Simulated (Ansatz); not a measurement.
Cell and atoms are relaxed with the symmetry kept. Start:

Space group Pm-3m (No. 221). a = 3.958 Å, b = 3.958 Å, c = 3.958 Å, α = 90.00°, β = 90.00°, γ = 90.00°
| atom | site | symmetry | x | y | z |
| --- | --- | --- | --- | --- | --- |
| Sc | 1a | m-3m | 0.0000 | 0.0000 | 0.0000 |
| Pt | 3c | 4/mm.m | 0.0000 | 0.5000 | 0.5000 |

Computed with DFT r2SCAN, scalar-relativistic, plane waves, PAW in Ansatz.

Cutoff 500 eV; k points 10×10×10 on the computed 4-atom cell (Γ-centred); Gaussian smearing, width 0.10 eV; no spin polarisation.

Problem. What does it relax to?

Solution. The volume rises by 0.23 Å³/atom to 15.73 Å³/atom, and the energy falls by 2.3 meV/atom. Final structure:
```cif
data_structure
_symmetry_space_group_name_H-M 'P 1'
_symmetry_Int_Tables_number 1
_cell_length_a 3.9772
_cell_length_b 3.9772
_cell_length_c 3.9772
_cell_angle_alpha 90.000
_cell_angle_beta 90.000
_cell_angle_gamma 90.000
_cell_volume 62.91
loop_
_atom_site_label
_atom_site_type_symbol
_atom_site_fract_x
_atom_site_fract_y
_atom_site_fract_z
_atom_site_occupancy
Sc1 Sc 0.00000 0.00000 0.00000 1
Pt1 Pt 0.00000 0.50000 0.50000 1
Pt2 Pt 0.50000 0.00000 0.50000 1
Pt3 Pt 0.50000 0.50000 0.00000 1
```

Course of the relaxation (steps run on the plane waves of an earlier cell, and the basis is chosen afresh near the end, so energy and pressure can step there; trial steps that raised the energy were taken back; energies are free energies):

| step | E − E_final (meV/atom) | P (GPa) | V (Å³/atom) |
| --- | --- | --- | --- |
| 1 | 2.3 | 3.31 | 15.50 |
| 2 | 7.1 | -5.21 | 16.13 |
| 3 | 0.1 | -0.17 | 15.74 |
| 4 | 0.1 | 0.00 | 15.73 |
| 5 | 0.0 | 0.00 | 15.73 |

Spin–orbit coupling is left out, which can shift energies with elements as heavy as these.

Cost: 1 run of about 1.9 core-minutes, on Arm Neoverse V1 (shared hosts).